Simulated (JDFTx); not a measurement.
surface: Al(111)
bulk: Al, Fm-3m, lattice of mp-134 (not re-optimised)
slab: 6 atoms in 6 planes, 1x1, 11.7 Å between the outermost planes
in-plane cell: 2.856 × 2.856 Å, 7.06 Å²
cell height: 27.7 Å
sampling: 8×8×1 k mesh, Fermi smearing 0.01 Ha, no spin polarisation

Final geometry:
```
6
Lattice="2.856 0.000 0.000 1.428 2.473 0.000 0.000 0.000 27.700" Properties=species:S:1:pos:R:3 pbc="T T F"
Al     2.856     1.649     7.982
Al     1.428     0.824    10.352
Al     0.000     0.000    12.684
Al     2.856     1.649    15.016
Al     1.428     0.824    17.348
Al     0.000     0.000    19.718
```

Method: PBE, GBRV ultrasoft potentials, plane waves to 20/100 Ha, in JDFTx (a modified build). Liquid on both sides: CANDLE, water, 0.5 M KCl; nuclei fixed, outer atoms relaxed in vacuum. SHE scale: U = −μ/e − 4.44 V, by convention. Both faces are the same ideal termination; reconstructions, overlayers and chemisorbed solvent are outside this model. At negative charge CANDLE's numbers also depend on the cell height, by up to tenths of a volt. Convergence in thickness and k mesh wasn't tested for this slab.

```json
[
 {"U (V vs SHE)": "-1.30", "μ (eV)": "-3.14", "excess electrons per cell": "0.125", "σ (μC/cm², per face)": "-14.2", "run": "fixed potential"},
 {"U (V vs SHE)": "-0.69", "μ (eV)": "-3.75", "excess electrons per cell": "0.000", "σ (μC/cm², per face)": "0.0", "run": "neutral"},
 {"U (V vs SHE)": "-0.40", "μ (eV)": "-4.04", "excess electrons per cell": "(withheld)", "σ (μC/cm², per face)": "(withheld)", "run": "fixed potential"}
]
```

Problem. Fill in the missing entries, row by row.

Solution. 
- -0.40, excess electrons per cell: -0.035
- -0.40, σ (μC/cm², per face): 4.0
